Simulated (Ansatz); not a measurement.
LiNbO₃ (space group R-3)

```yaml
crystal:
  lattice:
    - [2.57282, 1.48542, 4.61934]
    - [-2.57282, 1.48542, 4.61934]
    - [0.00000, -2.97084, 4.61934]
  atoms:
    - { symbol: Li, position: [0.35674, 0.35674, 0.35674] }
    - { symbol: Li, position: [0.64326, 0.64326, 0.64326] }
    - { symbol: Nb, position: [0.14411, 0.14411, 0.14411] }
    - { symbol: Nb, position: [0.85589, 0.85589, 0.85589] }
    - { symbol: O, position: [0.22003, 0.56023, 0.95639] }
    - { symbol: O, position: [0.77997, 0.43977, 0.04361] }
    - { symbol: O, position: [0.56023, 0.95639, 0.22003] }
    - { symbol: O, position: [0.43977, 0.04361, 0.77997] }
    - { symbol: O, position: [0.95639, 0.22003, 0.56023] }
    - { symbol: O, position: [0.04361, 0.77997, 0.43977] }
```

A phonon eigenvector at Γ is frozen into this cell: atom i moves by Q times the vector below, so Q is the largest atomic displacement, in Å. The cell is held. It is one choice among 2 degenerate patterns.

| atom | x | y | z |
|---|---|---|---|
| Li1 | 0.000 | 1.000 | 0.000 |
| Li2 | 0.000 | 1.000 | 0.000 |
| Nb3 | 0.005 | -0.049 | 0.000 |
| Nb4 | 0.005 | -0.049 | 0.000 |
| O5 | -0.014 | -0.056 | 0.037 |
| O6 | -0.014 | -0.056 | 0.037 |
| O7 | -0.001 | -0.050 | 0.048 |
| O8 | -0.001 | -0.050 | 0.048 |
| O9 | -0.013 | -0.042 | -0.085 |
| O10 | -0.013 | -0.042 | -0.085 |

Method: LDA (plane waves to 420 eV, PAW, scalar-relativistic; Ansatz, a first-principles code). k mesh 8×8×8 (Γ-centred), Fermi-Dirac smearing 0.05 eV. Energies are smeared free energies. LiNbO3 is run without spin polarisation. LiNbO3 was relaxed with its symmetry unable to fall. This is one of several known forms of LiNbO3; the measured ambient cells at hand have space group No. 161. The zero of ΔE is the undisplaced structure.

Task: What ΔE (eV/cell) does the calculation give at Q (Å) = -0.100, -0.083, -0.067, -0.050, -0.033, -0.017, 0.017, 0.100?

Result: 
```csv
Q (Å),ΔE (eV/cell)
-0.100,0.0140
-0.083,0.0097
-0.067,0.0062
-0.050,0.0035
-0.033,0.0015
-0.017,0.0004
0.017,0.0004
0.100,0.0140
```

(For displaced atoms, the force is minus the slope of the energy, and its curvature is a force constant, which sets phonon frequencies.)
